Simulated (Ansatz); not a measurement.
A geometry of Mo away from equilibrium: step 2 of the relaxation of a relaxed Mo cell displaced along its unstable phonon at q = (½, ½, 0) of its primitive reciprocal cell (164i cm⁻¹), largest move 0.15 Å. Calculation: PBE (plane waves to 420 eV, PAW, scalar-relativistic; Ansatz, a first-principles code). Γ-centred k-mesh 7×14×13 on the run's cell (coarser than for final values), Fermi–Dirac smearing 0.05 eV.

```xyz
2
Lattice="2.6340 -4.9909 0.0000 2.6340 0.0000 0.0000 0.0000 0.0000 2.5364" Properties=species:S:1:pos:R:3 pbc="T T T"
Mo     0.0000     0.0000     0.3472
Mo     1.3170    -2.4955    -0.3472
```

Q: Give the Cartesian forces on all atoms (eV/Å).

A: 
```tsv
atom	Fx	Fy	Fz
Mo1	0.00	0.00	1.02
Mo2	0.00	0.00	-1.02
```

Q: What is the pressure?

A: -1.5 GPa, compression positive.

Q: How much energy per atom can still be gained by relaxing?

A: 0.21 eV/atom; the path ends in I4/mmm (No. 139).

No spin polarisation in the result.

The run could not lose the symmetry of its start: the end is stationary, and may be a saddle point rather than a minimum.

The end of the path is a generated cell of Mo: the first start was made by placing the elements on the sites of a structure type, and the end was not matched to a known phase here, so it may be hypothetical. Known forms of Mo include space group No. 229.
